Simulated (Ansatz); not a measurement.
Generalised stacking fault of CaF₂ (fluorite) on the {100} plane. The cell below holds the perfect crystal with the plane normal along z; tilting its third vector by the shift puts one fault into each cell, between planes 1.38 Å apart, at fixed cell height.

```xyz
9
Lattice="3.8968 0.0000 0.0000 0.0000 3.8968 0.0000 1.9484 1.9484 8.2664" Properties=species:S:1:pos:R:3 pbc="T T T"
Ca     1.7861     1.7861     7.5776
Ca     1.7861     1.7861     2.0666
Ca     3.7345     3.7345     4.8221
F      3.7345     1.7861     0.6889
F      1.7861     3.7345     3.4444
F      3.7345     1.7861     6.1998
F      1.7861     3.7345     0.6889
F      3.7345     1.7861     3.4444
F      1.7861     3.7345     6.1998
```

In-plane vectors a = (3.897, 0.000) Å, b = (0.000, 3.897) Å, area 15.19 Å². The shift is s times the vector a (length 3.897 Å), so s = 1 restores the start. Atoms relax along the normal only. γ = [E(shift) − E(0)] / area.

Method: PBE (plane waves to 420 eV, PAW, scalar-relativistic; Ansatz, a first-principles code). k mesh 7×7×7 (Γ-centred), Fermi-Dirac smearing 0.05 eV. E is the zero-smearing estimate. Some relaxations began with atoms very close together and may have settled on another branch. Faults lie only 8.3 Å apart, and holding the cell height raises γ above its relaxed value. CaF2 was relaxed with its symmetry unable to fall. γ is measured from zero shift.

| s | γ (mJ/m²) |
|---|---|
| 0.000 | 0 |
| 0.083 | 101 |
| 0.167 | withheld |
| 0.250 | 587 |
| 0.333 | 848 |
| 0.417 | 1040 |
| 0.500 | 1111 |
| 0.583 | 1040 |
| 0.667 | 848 |
| 0.750 | 587 |
| 0.833 | withheld |
| 0.917 | 101 |

Question: Fit a Fourier form (three harmonics of 1 − cos and sin) to the given rows and predict γ at s = 0.833.

Answer: Least squares on the 10 given rows: γ = (545.7)·[1 − cos(2πs)] + (17.2)·[1 − cos(4πs)] + (11.7)·[1 − cos(6πs)], in mJ/m²; root-mean-square residual 4.5 mJ/m². At 0.833 the fit gives 322 mJ/m²; the calculation gives 321 mJ/m², so the interpolation is off by 1 (+0.3 %). 

(The slope of γ gives the shear force per area between the displaced halves; near zero shift its curvature is an elastic stiffness.)
